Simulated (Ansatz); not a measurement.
Given:

SnSb:
Space group Pm-3m (No. 221); a = 3.7351 Å, b = 3.7351 Å, c = 3.7351 Å, α = 90.00°, β = 90.00°, γ = 90.00°

```csv
atom,site,symmetry,x,y,z
Sn,1b,m-3m,0.5000,0.5000,0.5000
Sb,1a,m-3m,0.0000,0.0000,0.0000
```

This is the PBEsol-relaxed structure.

Question: All from the program Ansatz at the PBEsol level (PAW), unless another level is named. Predict the highest zone-centre frequency.

Answer: 81 cm⁻¹.

Question: And the Young's modulus?

Answer: 49.0 GPa.

The workflow started from a Materials Project entry (that database holds measured and hypothetical structures alike); the Crystallography Open Database copy checked does not list it. COD files the formula under space group No. 166, 225, so this cell is another polymorph or a model. Whether it is the stable phase at ambient conditions was not checked. The PBEsol relaxation kept the symmetry of its start; of distortions, only those at the zone centre were tested. As this level gives no gap, phonon frequencies hold no LO–TO term and depend on the k-mesh and smearing (Fermi–Dirac, 0.1 eV here). Scalar-relativistic: spin–orbit coupling is off unless named, which matters more the heavier the elements.

Potentials: the later of the program's two PAW sets.
